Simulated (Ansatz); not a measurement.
Problem. CdTe (CsCl type, Pm-3m) is relaxed with DFT-r²SCAN in the program Ansatz with PAW potentials. What lattice parameters of the conventional cell result?

Solution. a = 3.769 Å.

Problem. Is it a metal or does it have a gap at this level?

Solution. No gap at this level.

The start of the workflow was typed in or built on a structure type; neither database checked (COD, Materials Project) lists it. It is not the phase usual at ambient conditions (space group No. 216). The r²SCAN relaxation kept the symmetry of its start. At this level the phase is mechanically unstable. The volume moved by 17 % from the start of the relaxation. Spin–orbit coupling is left out wherever it is not named.

Potentials: the later of the program's two PAW sets.
